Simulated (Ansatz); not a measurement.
**Question.** Name crystals whose computed values (PBEsol (plane waves, PAW; program Ansatz)) fall in these windows: highest Γ mode, no LO–TO term (cm⁻¹) 190 to 260; Θ_D (K) 200 to 290.

**Answer.** 

| crystal | highest Γ mode, no LO–TO term (cm⁻¹) | Θ_D (K) |
|---|---|---|
| GaSb, zinc blende | 219 | 255 |
| GaPt, P2_13 (Ga on 4a, Pt on 4a) | 229 | 280 |
| Nb3Sn, A15 (Cr3Si type) | 209 | 287 |
| CuAu, L1₀ or tetragonal B2 | 204 | 216 |
| NaCl, NiAs type | 217 | 287 |
Others may fit too.

Not the usual ambient phase: NaCl, NiAs type. Standing as an ambient phase not checked: GaPt, P2_13 (Ga on 4a, Pt on 4a). Perhaps ordered models of mixed-site phases: GaPt, P2_13 (Ga on 4a, Pt on 4a). All cells were relaxed under the symmetry of their starts (and spin orders); stability against distortions was not tested throughout. Rows with no word on spin ran without spin polarisation. Spin–orbit coupling is left out wherever it is not named.

Potentials: the earlier of the program's two PAW sets.
